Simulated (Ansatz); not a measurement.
W (bcc, W type)

```xyz
1
Lattice="-1.5918 1.5918 1.5918 1.5918 -1.5918 1.5918 1.5918 1.5918 -1.5918" Properties=species:S:1:pos:R:3 pbc="T T T"
W      0.0000     0.0000     0.0000
```

Equation-of-state scan: isotropic scaling of the cell above, V₀ being its volume. Symmetry pins the atoms to their sites.

Calculation: PBE (plane waves to 420 eV, PAW, scalar-relativistic; Ansatz, a first-principles code). k mesh 20×20×20 (Γ-centred), Fermi-Dirac smearing 0.05 eV. The energy includes the smearing's −TS. Stress and pressure are positive under compression. Spin-orbit coupling is left out, though W is heavy. The PAW data are Ansatz's earlier set. W is run without spin polarisation. W was relaxed with its symmetry unable to fall. The zero of ΔE is the relaxed starting cell. The last digit holds for this mesh only.

```json
[
 {"V (Å³/atom)": "14.521", "ΔE (meV/atom)": "184.0"},
 {"V (Å³/atom)": "14.924", "ΔE (meV/atom)": "98.8"},
 {"V (Å³/atom)": "15.327", "ΔE (meV/atom)": "42.0"},
 {"V (Å³/atom)": "15.731", "ΔE (meV/atom)": "10.0"},
 {"V (Å³/atom)": "16.134", "ΔE (meV/atom)": "0.0"},
 {"V (Å³/atom)": "16.538", "ΔE (meV/atom)": "9.2"},
 {"V (Å³/atom)": "16.941", "ΔE (meV/atom)": "withheld"},
 {"V (Å³/atom)": "17.344", "ΔE (meV/atom)": "76.1"},
 {"V (Å³/atom)": "17.748", "ΔE (meV/atom)": "129.7"}
]
```

Question: Fit a third-order Birch-Murnaghan form (E₀, V₀, B₀, B₀′ free) to the given rows and predict ΔE at V = 16.941.

Answer: Least squares on the 8 given rows: ΔE = E₀ + (9V₀B₀/16)·y²·[2 + (B₀′ − 4)y], y = (V₀/V)^(2/3) − 1, with V₀ = 16.134 Å³/atom, B₀ = 304.2 GPa (160.2 GPa = 1 eV/Å³; the term in eV is multiplied by 1000), B₀′ = 4.24, E₀ = 0.04 meV/atom; root-mean-square residual 0.07 meV/atom. At 16.941 the fit gives 35.2 meV/atom; the calculation gives 35.3 meV/atom, so the interpolation is off by -0.1 (-0.3 %). For the pressure the fit gives -13.4 GPa against the computed -13.4 GPa.

(Under strain, the slope of the energy per volume gives the stress and its curvature an elastic modulus.)
